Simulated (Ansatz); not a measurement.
CdS$_{2}$:
```
CELL_PARAMETERS angstrom
      6.34665     0.00000     0.00000
      0.00000     6.34665     0.00000
      0.00000     0.00000     6.34665
ATOMIC_POSITIONS crystal
  Cd 0.50000 0.50000 0.00000
  Cd 0.00000 0.50000 0.50000
  Cd 0.00000 0.00000 0.00000
  Cd 0.50000 0.00000 0.50000
  S  0.09466 0.90534 0.40534
  S  0.90534 0.09466 0.59466
  S  0.40534 0.09466 0.90534
  S  0.59466 0.90534 0.09466
  S  0.59466 0.59466 0.59466
  S  0.40534 0.40534 0.40534
  S  0.90534 0.40534 0.09466
  S  0.09466 0.59466 0.90534
```

DFT-r²SCAN in the program Ansatz with PAW potentials gives a gap of 1.59 eV without spin–orbit coupling, maximum at Γ, minimum on the Γ–R line, 41 % of the way from Γ.

Problem. What happens when spin–orbit coupling is switched on?

Solution. The gap stays essentially unchanged, to 1.59 eV; maximum at Γ, minimum on the Γ–R line, 41 % of the way from Γ.

Problem. Give the electron effective mass with spin–orbit coupling.

Solution. 0.48, 0.57, 0.57 mₑ (principal values).

Problem. Give the hole effective mass with spin–orbit coupling, band 1 of 2 at the edge.

Solution. 4.1 along [100], 0.88 along [110], 0.50 along [111] (mₑ).

Problem. Give the hole effective mass with spin–orbit coupling, band 2 of 2 at the edge.

Solution. 0.26 along [100], 0.34 along [110], 0.48 along [111] (mₑ).

Space group Pa-3. The workflow started from a Materials Project entry (that database holds measured and hypothetical structures alike); the Crystallography Open Database copy checked does not list it. Its standing as an ambient phase is unchecked. Symmetry was held in the r²SCAN relaxation; its stability against distortions is not shown here.

Potentials: the later of the program's two PAW sets.
